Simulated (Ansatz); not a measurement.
BeTe:
```xyz
2
Lattice="0.0000 2.8319 2.8319 2.8319 0.0000 2.8319 2.8319 2.8319 0.0000" Properties=species:S:1:pos:R:3 pbc="T T T"
Te     4.2479     4.2479     4.2479
Be     0.0000     0.0000     0.0000
```

Relaxed with PBE. Special points in fractions of this cell's reciprocal vectors: Γ (0.000, 0.000, 0.000); X (0.500, 0.000, 0.500); U (0.625, 0.250, 0.625); K (0.375, 0.375, 0.750); L (0.500, 0.500, 0.500); W (0.500, 0.250, 0.750).

Task: List the band energies nearest the valence-band maximum at these points for plane-wave PAW PBE with spin–orbit coupling (Ansatz code).

Result: In eV from the valence-band maximum; about four levels below and three above (degenerate sets whole), none deeper than 8.9 eV; points with the same levels are listed once.

| k | below | above |
|---|---|---|
| Γ | 0.00 0.00 0.00 0.00 | 3.31 3.31 3.37 3.37 3.37 3.37 |
| X | -3.07 -3.07 -2.67 -2.67 | 1.74 1.74 2.41 2.41 |
| U | -4.23 -3.94 -2.46 -2.44 | 2.44 2.46 4.92 |
| L | -1.66 -1.66 -1.15 -1.15 | 2.75 2.75 4.29 4.29 |
| W | -4.18 -3.71 -3.39 -3.34 | 4.94 4.99 5.24 5.25 |

Space group F-43m (zinc blende). The PBE relaxation kept the symmetry of its start; of distortions, only those at the zone centre were tested.

Potentials: the later of the program's two PAW sets.
